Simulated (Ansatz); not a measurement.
**Field gradients at the nuclei in Y₅Tl₃**

The cell is a Materials Project structure (computed, not necessarily an observed phase), taken as it stands.

```
CELL_PARAMETERS angstrom
8.99975 0.00000 0.00000
-4.49988 7.79401 0.00000
0.00000 0.00000 6.69617
ATOMIC_POSITIONS crystal
Y 0.66667 0.33333 0.00000
Y 0.33333 0.66667 0.00000
Y 0.33333 0.66667 0.50000
Y 0.66667 0.33333 0.50000
Y 0.76155 0.76155 0.75000
Y 0.23845 0.00000 0.75000
Y 0.00000 0.23845 0.75000
Y 0.23845 0.23845 0.25000
Y 0.76155 0.00000 0.25000
Y 0.00000 0.76155 0.25000
Tl 0.40153 0.40153 0.75000
Tl 0.59847 0.00000 0.75000
Tl 0.00000 0.59847 0.75000
Tl 0.59847 0.59847 0.25000
Tl 0.40153 0.00000 0.25000
Tl 0.00000 0.40153 0.25000
```

Sites (sets of like atoms) are named by element and the number of their first atom in this list.

Level of theory: DFT, r2SCAN, plane waves and PAW, scalar-relativistic, 500 eV cutoff, Γ-centred 5×5×5 k-points, Fermi–Dirac smearing 0.05 eV (Ansatz 0.2.0).

C_Q = eQV_zz/h, which is 24.18 MHz for Q = 1 b and V_zz = 10²¹ V/m²; η = (V_xx − V_yy)/V_zz.

```json
{"site": "Y1", "atoms (order as listed)": "1, 2, 3, 4", "first shell": "6 Tl at 3.22 Å, 8 Y at 3.35–3.88 Å", "V_zz (10²¹ V/m²)": "-2.89", "η": "0.00", "C_Q (MHz)": "–"}
{"site": "Y5", "atoms (order as listed)": "5, 6, 7, 8, 9, 10", "first shell": "5 Tl at 3.15–3.66 Å, 10 Y at 3.72–3.98 Å", "V_zz (10²¹ V/m²)": "-5.76", "η": "0.25", "C_Q (MHz)": "–"}
{"site": "Tl", "atoms (order as listed)": "11, 12, 13, 14, 15, 16", "first shell": "9 Y at 3.15–3.66 Å, 2 Tl at 3.79 Å", "V_zz (10²¹ V/m²)": "39.0", "η": "0.12", "C_Q (MHz)": "–"}
```

An axis of threefold or higher order runs through Y1, so V_zz lies along it and η is zero.

Y, Tl have no stable isotope with a ground-state quadrupole moment in the table, so no C_Q is given.

The run finds no gap above 0.1 eV (a metal, or nearly one), so the gradients can move by 10 % or more with the k-mesh. Spin–orbit coupling is left out, which shifts gradients on Tl by a few per cent in wide-gap crystals, and can shift them far more where the calculated gap is small or absent, as here.

Hardware: 1 thread of Arm Neoverse V2 (aarch64; 8 cores open to the job, memory cap 3.0 GiB, no GPU), a shared host with a load of 0.3 a core. Wall time 2.1 min, CPU time 2.1 min, peak memory 2.1 GiB.
